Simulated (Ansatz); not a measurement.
# WC: a ladder of calculations

Cell of run 1: a structure deposited in the COD.

```yaml
crystal:
  lattice:
    - [2.90650, 0.00000, 0.00000]
    - [-1.45325, 2.51710, 0.00000]
    - [0.00000, 0.00000, 2.83660]
  atoms:
    - { symbol: W, position: [0.00000, 0.00000, 0.00000] }
    - { symbol: C, position: [0.66667, 0.33333, 0.50000] }
```

Atom numbers follow the list; atoms alike are taken as one site, whose name carries the number of the first.

Relaxed positions (PBE, cell held):

```
CELL_PARAMETERS angstrom
2.90650 0.00000 0.00000
-1.45325 2.51710 0.00000
0.00000 0.00000 2.83660
ATOMIC_POSITIONS crystal
W 0.00000 0.00000 0.00000
C 0.66667 0.33333 0.50000
```

All runs are DFT with Ansatz 0.2.0 (plane waves and PAW, scalar-relativistic unless spin–orbit coupling is named, Γ-centred meshes, Fermi–Dirac smearing where given) in this cell. Start moments of run 1 as typed (μB): 2 on each W, none on the rest.

Run 1: PBE, with a start moment, atoms as given; 420 eV, 13×13×12 k-points, smearing 0.05 eV.
Run 2: r2SCAN, with a start moment, at the relaxed atoms; 500 eV, 13×13×12 k-points, smearing 0.05 eV.
Run 3: PBE, with a start moment, at the relaxed atoms; 350 eV, 13×13×12 k-points, smearing 0.05 eV; this cutoff lies below the one recommended for these PAW files.

| run | W V_zz (η) |
| --- | --- |
| 1 | -13.64 (0.00) |
| 2 | ? |
| 3 | -13.67 (0.00) |

V_zz in 10²¹ V/m²; 1 of the 2 sets of like atoms are followed.

**Question.** Estimate the row of run 2.

**Answer.** W: -13.50 (0.00). It lies nearest to run 1, from whose tensors on these sites it differs by 0.14 at most (largest principal value of the difference, on W). Taken one at a time, the functional (r2SCAN with its higher cutoff) moves the tensors on these sites by up to 0.14 (largest principal value of the change, on W), the cutoff by 0.02 (W).

Without spin–orbit coupling the gradients at and beside W can be off by some per cent, at some sites by more. In run 2 the program didn't check the stability of the electronic state in full, so a lower one may lie near. In runs 1, 2, 3 there is no gap above 0.1 eV, so the gradients can move by 10 % or more with the k-mesh. In runs 1, 2, 3 the start moments die out. The cell isn't the equilibrium one in runs 1, 3 (calculated pressure 6, 6 GPa), and the entry's cell may itself be off.
